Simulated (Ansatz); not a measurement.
ZnC₆ in space group P6/mmm (No. 191; C on 6j, Zn on 1b), plane-wave PAW PBE+D3(BJ) (Ansatz code), all energies at zero smearing, with the estimated change up to a 700 eV cutoff added, with one set of potentials and settings (totals compare only within such a set). Cell of 7 atoms (6 C, 1 Zn): -4824.734 eV.

| element | reference phase | E (eV/atom) |
|---|---|---|
| C | P6_3/mmc, 4 atoms in the cell | -251.0887 |
| Zn | P6_3/mmc, 2 atoms in the cell | -3319.4483 |

Formation energy per atom, worked out: (-4824.734 − 6×(-251.0887) − 1×(-3319.4483))/7 = 0.178 eV/atom (17 kJ per mol of atoms), at 0 K, without zero-point energy or fitted corrections.

A made-up cell: these elements were put on the sites of a structure type; neither database checked (COD, Materials Project) lists it. Whether it is the stable phase at ambient conditions was not checked. Symmetry was held in the PBE+D3(BJ) relaxation; of distortions, only those at the zone centre were tested. The references are the lowest solids computed at this level, not always the standard phases.

Potentials: the later of the program's two PAW sets.
